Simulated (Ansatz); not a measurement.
CoIrPt in space group P3m1 (No. 156; Co on 1a, Pt on 1b, Ir on 1c), plane-wave PAW PBE (Ansatz code), all energies at zero smearing, with the estimated change up to a 700 eV cutoff added, with one set of potentials and settings (totals compare only within such a set). Cell of 3 atoms (1 Co, 1 Pt, 1 Ir): -29584.408 eV.

```csv
element,reference phase,E (eV/atom)
Co,"P6_3/mmc, 2 atoms in the cell, spin-polarised",-5126.1559
Pt,"Fm-3m, 1 atoms in the cell",-12523.0127
Ir,"Fm-3m, 1 atoms in the cell",-11935.3137
```

Formation energy per atom, worked out: (-29584.408 − 1×(-5126.1559) − 1×(-12523.0127) − 1×(-11935.3137))/3 = 0.025 eV/atom (2 kJ per mol of atoms), at 0 K, without zero-point energy or fitted corrections.

The start of the workflow was typed in or built on a structure type; neither database checked (COD, Materials Project) lists it. Whether it is the stable phase at ambient conditions was not checked. Symmetry was held in the PBE relaxation; its stability against distortions is not shown here. Magnetic state: ferromagnetic, the only order run, not a proven ground state. The references are the lowest solids computed at this level, not always the standard phases. Spin–orbit coupling is left out wherever it is not named.

Potentials: the later of the program's two PAW sets.
